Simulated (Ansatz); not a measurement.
Starting cell, CdTe (zinc blende):

```yaml
crystal:
  lattice:
    - [0.00000, 6.61805, 6.61805]
    - [3.30902, 3.30902, 6.61805]
    - [3.30902, 3.30902, 0.00000]
  atoms:
    - { symbol: Te, position: [0.00000, 0.75000, 0.75000] }
    - { symbol: Te, position: [0.50000, 0.75000, 0.75000] }
    - { symbol: Cd, position: [0.00000, 0.00000, 0.00000] }
    - { symbol: Cd, position: [0.50000, 0.00000, 0.00000] }
```

The atoms are displaced by Q × the pattern below (from a DFPT mode at X = (0.5, 0.5, 0.0), largest move 1; Q in Å), at fixed cell. It is one choice among 2 degenerate patterns. (q is in reciprocal vectors of the primitive cell; the cell shown is doubled to hold the pattern.)

```tsv
atom	x	y	z
Te1	-0.719	0.000	0.000
Te2	0.719	0.000	0.000
Cd3	0.000	-1.000	0.000
Cd4	0.000	1.000	0.000
```

Calculation: PBE (plane waves to 420 eV, PAW, scalar-relativistic; Ansatz, a quantum-chemistry and plane-wave program). k mesh 9×9×9 (Γ-centred), Fermi-Dirac smearing 0.05 eV. E stands for the smeared free energy. CdTe was relaxed with its symmetry unable to fall. Spin-orbit coupling is left out, though Te is heavy. ΔE is measured from the undisplaced structure.

| Q (Å) | ΔE (eV/cell) |
|---|---|
| -0.100 | 0.0082 |
| -0.067 | 0.0037 |
| -0.033 | 0.0009 |
| 0.000 | 0.0000 |
| 0.033 | 0.0009 |
| 0.067 | 0.0037 |
| 0.100 | 0.0082 |

Which DFPT wavenumber at X = (0.5, 0.5, 0.0) belongs to this mode?
(A) 35 cm⁻¹
(B) 120 cm⁻¹
(C) 135 cm⁻¹

A, 35 cm⁻¹. The curvature of the scan gives 35 cm⁻¹

(For displaced atoms, the force is minus the slope of the energy, and its curvature is a force constant, which sets phonon frequencies.)
